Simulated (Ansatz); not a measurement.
The start is a relaxed Pt cell, doubled along one cell vector, shaken by Gaussian noise of σ = 0.08 Å a coordinate. The cell and all atomic positions are relaxed at zero pressure with r2SCAN (plane waves to 500 eV, PAW, scalar-relativistic; Ansatz, a program for electronic structure). The first steps use a coarse 7×14×4 k-mesh.

Initial structure:
```
Pt
1.0
    5.44032     0.00000     0.00000
   -1.36008     2.35573     0.00000
    0.00000     0.00000     9.91910
Pt
8
Direct
  0.16188   0.71063   0.12661
  0.64280   0.59418   0.10859
  0.32408   0.31749   0.61992
  0.83363   0.29316   0.61986
  0.32490   0.33717   0.87972
  0.84586   0.36228   0.86738
  0.16830   0.70302   0.38576
  0.68885   0.72935   0.35978
```

- Initial pressure: +3.2 GPa (positive: the cell is compressed)
- Energy released: 0.08 eV/atom
- Relative to the parent: The parent structure is recovered, P6₃/mmc (No. 194)
- Shortest distances (start → end): The closest pairs of elements (up to four, under 3.6 Å), start → end: Pt–Pt 2.46 → 2.59 Å
- Band gap at the end: no gap (metallic)
- Optimiser moves: 9

The end point of the relaxation:

Space group P6₃/mmc (No. 194); a = b = 2.7202 Å, c = 9.9191 Å, α = β = 90.00°, γ = 120.00°

```json
[
 {"atom": "Pt", "site": "4f", "symmetry": "3m.", "x": "0.3333", "y": "0.6667", "z": "0.1192"}
]
```

Final values are on a 20×20×5 k-mesh of the relaxed cell. No spin polarisation in the result.

The relaxed structure here is a generated cell of Pt: the first start was made by placing the elements on the sites of a structure type, and the end was not matched to a known phase here, so it may be hypothetical. Known forms of Pt include space group No. 225.
